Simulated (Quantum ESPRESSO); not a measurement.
Mg2AlClS3, one run as intended and one with a planted mistake

Computed values, not a measurement. The program is pw.x of Quantum ESPRESSO 7.5 (plane-wave density functional theory). The cell is made up: 7 atoms on a zincblende/diamond lattice with one site empty, with randomly drawn elements, strain and displacements, not relaxed. PseudoDojo standard norm-conserving files (v0.5 for PBE, v0.4.1 for LDA and PBEsol) set the functional; there is no spin polarisation, spin-orbit coupling or dispersion term, and the masses in the input are unused placeholders.

Intended input:

```
&control calculation='scf', pseudo_dir='./dojo.nc.sr.pbe.v0_5.standard.upf', outdir='./o', disk_io='medium', tprnfor=.true., tstress=.true. /
&system ibrav=0, nat=7, ntyp=4, nbnd=30, ecutwfc=84.00895049, nosym=.true., tot_charge=0,
 occupations='smearing', smearing='fd', degauss=0.0018374661
/
&electrons conv_thr=7.350e-09, electron_maxstep=60, /
ATOMIC_SPECIES
Al 1.0 Al.upf
Cl 1.0 Cl.upf
Mg 1.0 Mg.upf
S 1.0 S.upf
CELL_PARAMETERS angstrom
5.3886 -0.014 0.0898
-0.014 5.3826 -0.0276
0.0898 -0.0276 5.3387
ATOMIC_POSITIONS angstrom
Mg 0.072 0.0807 0.0346
Al 0.0289 2.7347 2.6898
Mg 2.804 -0.0001 2.7623
Cl 1.4216 1.4199 1.3202
S 1.3465 3.9868 4.0175
S 4.0716 1.3725 4.0188
S 4.0432 3.9164 1.3415
K_POINTS automatic
4 4 4 1 1 1
```

The log is shortened where brackets say so; the opening notice, blank lines, dates and the lines on written files are dropped, and the path of the files is cut. It prints rydbergs, bohrs and kilobars, and counts compression as positive stress. Where no state is partly filled, the Fermi energy that it prints is only some level between the filled and the empty states on the mesh, and need not lie in the true gap.

Log of the intended run:

```
     Program PWSCF v.7.5
     Parallel version (MPI & OpenMP), running on       1 processor cores
     Number of MPI processes:                 1
     Threads/MPI process:                     1
     [start-up lines left out]
     bravais-lattice index     =            0
     lattice parameter (alat)  =      10.1844  a.u.
     unit-cell volume          =    1044.6340 (a.u.)^3
     number of atoms/cell      =            7
     number of atomic types    =            4
     number of electrons       =        48.00
     number of Kohn-Sham states=           30
     kinetic-energy cutoff     =      84.0090  Ry
     charge density cutoff     =     336.0358  Ry
     scf convergence threshold =      7.3E-09
     mixing beta               =       0.7000
     number of iterations used =            8  plain     mixing
     Exchange-correlation= PBE
                           (   1   4   3   4   0   0   0)
     [axes and pseudopotential details left out]
   Cartesian axes
     site n.     atom                  positions (alat units)
         1        Mg     tau(   1) = (   0.0133596   0.0149739   0.0064200  )
         2        Al     tau(   2) = (   0.0053624   0.5074251   0.4990939  )
         3        Mg     tau(   3) = (   0.5202838  -0.0000186   0.5125463  )
         4        Cl     tau(   4) = (   0.2637787   0.2634633   0.2449639  )
         5        S      tau(   5) = (   0.2498438   0.7397530   0.7454494  )
         6        S      tau(   6) = (   0.7554877   0.2546682   0.7456906  )
         7        S      tau(   7) = (   0.7502181   0.7266902   0.2489161  )
     number of k points=    32  Fermi-Dirac smearing, width (Ry)=  0.0018
                       cart. coord. in units 2pi/alat
        k(    1) = (   0.1232663   0.1261175   0.1247649), wk =   0.0625000
        k(    2) = (   0.1190626   0.1274010   0.3772148), wk =   0.0625000
     [further k points left out]
     Dense  grid:   108689 G-vectors     FFT dimensions: (  60,  60,  60)
     Estimated max dynamical RAM per process >     129.13 MB
     Initial potential from superposition of free atoms
     starting charge      47.9958, renormalised to      48.0000
     Starting wfcs are   30 randomized atomic wfcs
     total cpu time spent up to now is        8.3 secs
     per-process dynamical memory:    91.9 Mb
     Self-consistent Calculation
     iteration #  1     ecut=    84.01 Ry     beta= 0.70
     Davidson diagonalization with overlap
     ethr =  1.00E-02,  avg # of iterations =  4.8
     Threshold (ethr) on eigenvalues was too large:
     Diagonalizing with lowered threshold
     Davidson diagonalization with overlap
     ethr =  9.75E-04,  avg # of iterations =  1.0
     total cpu time spent up to now is       41.0 secs
     total energy              =    -341.50903446 Ry
     estimated scf accuracy    <       0.45782386 Ry
     iteration #  2     ecut=    84.01 Ry     beta= 0.70
     Davidson diagonalization with overlap
     ethr =  9.54E-04,  avg # of iterations =  4.1
     total cpu time spent up to now is       60.4 secs
     total energy              =    -341.62298651 Ry
     estimated scf accuracy    <       0.13773957 Ry
     [iterations 3 to 7 left out]
     iteration #  8     ecut=    84.01 Ry     beta= 0.70
     Davidson diagonalization with overlap
     ethr =  1.14E-09,  avg # of iterations =  2.0
     total cpu time spent up to now is      197.5 secs
     total energy              =    -341.65353615 Ry
     estimated scf accuracy    <       0.00000007 Ry
     iteration #  9     ecut=    84.01 Ry     beta= 0.70
     Davidson diagonalization with overlap
     ethr =  1.54E-10,  avg # of iterations =  2.0
     total cpu time spent up to now is      214.0 secs
     End of self-consistent calculation
     [lines on levels left out]
     the Fermi energy is     5.7329 ev
!    total energy              =    -341.65353617 Ry
     estimated scf accuracy    <          4.6E-09 Ry
     smearing contrib. (-TS)   =       0.00000000 Ry
     internal energy E=F+TS    =    -341.65353617 Ry
     The total energy is F=E-TS. E is the sum of the following terms:
     one-electron contribution =    -227.19501218 Ry
     hartree contribution      =     120.25662134 Ry
     xc contribution           =     -62.01668303 Ry
     ewald contribution        =    -172.69846230 Ry
     convergence has been achieved in   9 iterations
     Forces acting on atoms (cartesian axes, Ry/au):
     atom    1 type  3   force =    -0.05380913   -0.01502959   -0.01641849
     atom    2 type  1   force =    -0.04513221    0.03410264    0.01155306
     atom    3 type  3   force =    -0.00516462   -0.03847652   -0.01359117
     atom    4 type  2   force =     0.01349742    0.03336678    0.01501697
     atom    5 type  4   force =     0.01842025   -0.03618836   -0.02424118
     atom    6 type  4   force =     0.04542281    0.04418387    0.02073273
     atom    7 type  4   force =     0.02676549   -0.02195882    0.00694807
     Total force =     0.133663     Total SCF correction =     0.000159
     Computing stress (Cartesian axis) and pressure
          total   stress  (Ry/bohr**3)                   (kbar)     P=       36.76
   0.00025640   0.00003754  -0.00001968           37.72        5.52       -2.89
   0.00003754   0.00020304   0.00021809            5.52       29.87       32.08
  -0.00001968   0.00021809   0.00029023           -2.89       32.08       42.69
     init_run     :      6.80s CPU      8.17s WALL (       1 calls)
     electrons    :    191.53s CPU    205.69s WALL (       1 calls)
     forces       :      2.74s CPU      2.79s WALL (       1 calls)
     stress       :     11.34s CPU     11.41s WALL (       1 calls)
     [timing details left out]
     PWSCF        :   3m32.63s CPU   3m48.68s WALL
     JOB DONE.
```

A second run has one planted mistake: the k-point mesh is too coarse. The input lines that differ, file-writing options aside:

```
- 4 4 4 1 1 1
+ 1 1 1 1 1 1
```

Its log:

```
     Program PWSCF v.7.5
     Parallel version (MPI & OpenMP), running on       1 processor cores
     Number of MPI processes:                 1
     Threads/MPI process:                     1
     [start-up lines left out]
     bravais-lattice index     =            0
     lattice parameter (alat)  =      10.1844  a.u.
     unit-cell volume          =    1044.6340 (a.u.)^3
     number of atoms/cell      =            7
     number of atomic types    =            4
     number of electrons       =        48.00
     number of Kohn-Sham states=           30
     kinetic-energy cutoff     =      84.0090  Ry
     charge density cutoff     =     336.0358  Ry
     scf convergence threshold =      7.3E-09
     mixing beta               =       0.7000
     number of iterations used =            8  plain     mixing
     Exchange-correlation= PBE
                           (   1   4   3   4   0   0   0)
     [axes and pseudopotential details left out]
   Cartesian axes
     site n.     atom                  positions (alat units)
         1        Mg     tau(   1) = (   0.0133596   0.0149739   0.0064200  )
         2        Al     tau(   2) = (   0.0053624   0.5074251   0.4990939  )
         3        Mg     tau(   3) = (   0.5202838  -0.0000186   0.5125463  )
         4        Cl     tau(   4) = (   0.2637787   0.2634633   0.2449639  )
         5        S      tau(   5) = (   0.2498438   0.7397530   0.7454494  )
         6        S      tau(   6) = (   0.7554877   0.2546682   0.7456906  )
         7        S      tau(   7) = (   0.7502181   0.7266902   0.2489161  )
     number of k points=     1  Fermi-Dirac smearing, width (Ry)=  0.0018
                       cart. coord. in units 2pi/alat
        k(    1) = (  -0.4930650  -0.5044700  -0.4990596), wk =   2.0000000
     Dense  grid:   108689 G-vectors     FFT dimensions: (  60,  60,  60)
     Estimated max dynamical RAM per process >     129.13 MB
     Initial potential from superposition of free atoms
     starting charge      47.9958, renormalised to      48.0000
     Starting wfcs are   30 randomized atomic wfcs
     total cpu time spent up to now is        2.0 secs
     per-process dynamical memory:    80.7 Mb
     Self-consistent Calculation
     iteration #  1     ecut=    84.01 Ry     beta= 0.70
     Davidson diagonalization with overlap
     ethr =  1.00E-02,  avg # of iterations =  6.0
     total cpu time spent up to now is        2.7 secs
     total energy              =    -341.24936292 Ry
     estimated scf accuracy    <       0.62299450 Ry
     iteration #  2     ecut=    84.01 Ry     beta= 0.70
     Davidson diagonalization with overlap
     ethr =  1.30E-03,  avg # of iterations =  2.0
     total cpu time spent up to now is        3.3 secs
     total energy              =    -341.41938475 Ry
     estimated scf accuracy    <       0.16138453 Ry
     [iterations 3 to 7 left out]
     iteration #  8     ecut=    84.01 Ry     beta= 0.70
     Davidson diagonalization with overlap
     ethr =  9.86E-10,  avg # of iterations =  4.0
     total cpu time spent up to now is        7.4 secs
     total energy              =    -341.45339849 Ry
     estimated scf accuracy    <       0.00000012 Ry
     iteration #  9     ecut=    84.01 Ry     beta= 0.70
     Davidson diagonalization with overlap
     ethr =  2.52E-10,  avg # of iterations =  2.0
     total cpu time spent up to now is        8.0 secs
     End of self-consistent calculation
     [lines on levels left out]
     the Fermi energy is     5.6136 ev
!    total energy              =    -341.45339852 Ry
     estimated scf accuracy    <          4.1E-09 Ry
     smearing contrib. (-TS)   =       0.00000000 Ry
     internal energy E=F+TS    =    -341.45339852 Ry
     The total energy is F=E-TS. E is the sum of the following terms:
     one-electron contribution =    -227.22290817 Ry
     hartree contribution      =     120.69084464 Ry
     xc contribution           =     -62.22287269 Ry
     ewald contribution        =    -172.69846230 Ry
     convergence has been achieved in   9 iterations
     Forces acting on atoms (cartesian axes, Ry/au):
     atom    1 type  3   force =    -0.05617934   -0.02021926   -0.01977248
     atom    2 type  1   force =    -0.05107058    0.03839206    0.01552588
     atom    3 type  3   force =    -0.00098784   -0.04103605   -0.00980162
     atom    4 type  2   force =     0.00772409    0.03038070    0.02065578
     atom    5 type  4   force =     0.00570579   -0.02584954   -0.03327197
     atom    6 type  4   force =     0.05563154    0.03687729    0.00365740
     atom    7 type  4   force =     0.03917635   -0.01854519    0.02300700
     Total force =     0.141963     Total SCF correction =     0.000140
     Computing stress (Cartesian axis) and pressure
          total   stress  (Ry/bohr**3)                   (kbar)     P=       79.42
   0.00056549   0.00002453  -0.00004724           83.19        3.61       -6.95
   0.00002453   0.00046799   0.00022045            3.61       68.84       32.43
  -0.00004724   0.00022045   0.00058614           -6.95       32.43       86.22
     init_run     :      1.76s CPU      1.86s WALL (       1 calls)
     electrons    :      5.46s CPU      6.02s WALL (       1 calls)
     forces       :      0.25s CPU      0.28s WALL (       1 calls)
     stress       :      0.78s CPU      0.82s WALL (       1 calls)
     [timing details left out]
     PWSCF        :      8.37s CPU      9.13s WALL
     JOB DONE.
```

|  | intended run | run with the mistake |
| --- | --- | --- |
| free energy (eV) | -4648.433 | -4645.710 |
| smearing term -TS (eV) | 0.0000 | 0.0000 |
| pressure (GPa) | 3.68 | 7.94 |
| largest force component (eV/Å) | 1.383 | 1.444 |
| largest change of a force component (eV/Å) |  | 0.439 |
| iterations | 9 | 9 |

For scale, a rerun of the intended cell at 1437 eV and a 6 x 6 x 6 mesh moved values by no more than 0.002 eV in energy, 0.02 GPa in stress and 0.005 eV/Å in force.